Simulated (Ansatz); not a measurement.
## SnO at several levels of theory

One geometry, relaxed with PBE+D3(BJ), and single points on it; plane waves with PAW potentials in Ansatz, scalar-relativistic unless the row names spin-orbit coupling. No spin polarisation. Meshes are on the primitive cell of 4 atoms. Gaps are the least over mesh and band path; pressure is positive in compression. Smearing is Gaussian, 0.10 eV. Rows that don't name D3 lack it, which shows in their pressure.

```
CELL_PARAMETERS angstrom
3.83656 0.00000 0.00000
0.00000 3.83656 0.00000
0.00000 0.00000 4.75945
ATOMIC_POSITIONS crystal
Sn 0.50000 0.00000 0.24347
Sn 0.00000 0.50000 0.75653
O 0.00000 0.00000 0.00000
O 0.50000 0.50000 0.00000
```

```tsv
level	cutoff (eV)	k mesh	gap (eV)	pressure (GPa)	rough cost with bands (core-min)
PBE+D3(BJ)	420	12×12×10	0	0.0	1.5
```

Task: What do r2SCAN, PBE+D3(BJ) with spin-orbit coupling, PBEsol give on the same cell?

Result:
```csv
level,cutoff (eV),k mesh,gap (eV),pressure (GPa),rough cost with bands (core-min)
r2SCAN,500,12×12×10,0.10,-2.0,2.2
PBE+D3(BJ) with spin-orbit coupling,420,12×12×10,0,0.0,4
PBEsol,420,12×12×10,0,-2.0,1.7
```